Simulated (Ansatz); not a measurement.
AlCo:
```
AlCo
1.0
    2.82258     0.00000     0.00000
    0.00000     2.82258     0.00000
    0.00000     0.00000     2.82258
Co Al
1 1
Direct
  0.00000   0.00000   0.00000
  0.50000   0.50000   0.50000
```

Relaxed with PBEsol. Special points in fractions of this cell's reciprocal vectors: Γ (0.000, 0.000, 0.000); X (0.000, 0.500, 0.000); M (0.500, 0.500, 0.000); R (0.500, 0.500, 0.500).

Task: List the band energies nearest the Fermi level at these points for DFT-PBEsol in the program Ansatz with PAW potentials.

Result: In eV from the Fermi level; about four levels below and three above (degenerate sets whole), none deeper than 8.9 eV; points with the same levels are listed once.

| k | below | above |
|---|---|---|
| Γ | -3.14 -3.14 -0.86 -0.86 -0.86 | 6.06 6.06 6.06 |
| X | -2.52 -1.78 -1.78 -0.74 | 0.17 8.39 10.65 10.65 |
| M | -2.77 -2.77 -1.57 -1.57 -0.27 | 2.46 3.68 13.04 |
| R | -4.09 -4.09 -4.09 -0.23 -0.23 | 2.32 2.32 2.32 |

Space group Pm-3m (CsCl type). Symmetry was held in the PBEsol relaxation; of distortions, only those at the zone centre were tested. The workflow began spin-polarised and lost its moments.

Potentials: the later of the program's two PAW sets.
